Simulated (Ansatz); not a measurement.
# Structure relaxation, P

The start is a relaxed P cell displaced along its unstable phonon at q = Γ (161i cm⁻¹), largest move 0.15 Å. The structure is fully relaxed (lattice and positions, P = 0) with PBEsol (plane waves to 420 eV, PAW, scalar-relativistic; Ansatz, a program for electronic structure). The first steps use a coarse 9×9×13 k-mesh.

Initial structure:
```
P
1.0
    4.38069     0.00000     0.00000
   -2.19034     3.79379     0.00000
    0.00000     0.00000     2.49163
P
3
Direct
  0.00000   0.00000   0.93980
  0.33333   0.66667   0.53010
  0.66667   0.33333   0.53010
```

Question: Which atoms feel the largest initial force, and how large is it?

Answer: 0.34 eV/Å, on P1 (atoms numbered as listed).

Question: By how much does the energy per atom fall from start to end?

Answer: 0.21 to 0.22 eV/atom (the two k-meshes of the run give this range).

Question: Does it find its way back to the structure it was made from?

Answer: It does not go back: it reaches P6/mmm (No. 191), AFLOW prototype A_hP1_191_a (A_f, as in Sn), 0.22 eV/atom below the parent.

Question: How do the shortest distances between atoms change?

Answer: The closest pairs of elements (up to four, under 3.6 Å), start → end: P–P 2.49 → 2.41 Å.

Question: Is the relaxed structure metallic? Give its gap.

Answer: No gap (metallic).

Question: What does it relax into? Give the structure.

Answer: 
```cif
data_P
_chemical_formula_sum 'P1'
_space_group_name_H-M_alt 'P6/mmm'
_space_group_IT_number 191
_space_group_name_Hall '-P 6 2'
_cell_length_a 2.61173
_cell_length_b 2.61173
_cell_length_c 2.40741
_cell_angle_alpha 90.000
_cell_angle_beta 90.000
_cell_angle_gamma 120.000
loop_
_atom_site_label
_atom_site_type_symbol
_atom_site_symmetry_multiplicity
_atom_site_Wyckoff_symbol
_atom_site_fract_x
_atom_site_fract_y
_atom_site_fract_z
_atom_site_occupancy
P1 P 1 a 0.00000 0.00000 0.00000 1
```

Final values are on a 20×20×19 k-mesh of the relaxed cell. No spin polarisation in the result. The relaxed primitive cell holds an odd number of electrons. A magnetic state may lie lower.

The run could not lose the symmetry of its start: the end is stationary, and may be a saddle point rather than a minimum.

The relaxed structure here is a generated cell of P: the first start was made by placing the elements on the sites of a structure type, and the end was not matched to a known phase here, so it may be hypothetical. Known forms of P include space group No. 64.
